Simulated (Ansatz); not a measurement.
TiSiB:
Space group Cmcm (No. 63); a = 3.2753 Å, b = 13.1535 Å, c = 3.0506 Å, α = 90.00°, β = 90.00°, γ = 90.00°

```
atom  site  symmetry       x       y       z
----  ----  --------  ------  ------  ------
Si      4c       m2m  0.0000  0.7014  0.2500
B       4c       m2m  0.0000  0.5319  0.2500
Ti      4c       m2m  0.0000  0.0934  0.7500
```
(The calculation used a cell of 6 atoms; values per cell refer to that cell.)

Relaxed at zero pressure with PBEsol in the plane-wave PAW code Ansatz.

Problem. The volume is lowered by 3 % and shape and atoms relax at that volume. What pressure results, and how do the axes share the change?

Solution. 6.3 GPa; a -1.1 %, b -1.0 %, c -0.9 %; the energy rises by 6 meV/atom.

Problem. Give the new structure.

Solution. 
Space group Cmcm (No. 63); a = 3.241 Å, b = 13.019 Å, c = 3.022 Å, α = β = γ = 90.00°

```json
[
 {"atom": "Si", "site": "4c", "symmetry": "m2m", "x": "0.0000", "y": "0.7017", "z": "0.2500"},
 {"atom": "B", "site": "4c", "symmetry": "m2m", "x": "0.0000", "y": "0.5324", "z": "0.2500"},
 {"atom": "Ti", "site": "4c", "symmetry": "m2m", "x": "0.0000", "y": "0.0936", "z": "0.7500"}
]
```

The phase is kept; no other phase was compared at this pressure.

The start of the workflow was typed in or built on a structure type; neither database checked (COD, Materials Project) lists it. Whether it is the stable phase at ambient conditions was not checked. The cell was relaxed with PBEsol under the symmetry of its start; whether a distortion lowers the energy is not shown. No spin polarisation was allowed.

Potentials: the later of the program's two PAW sets.
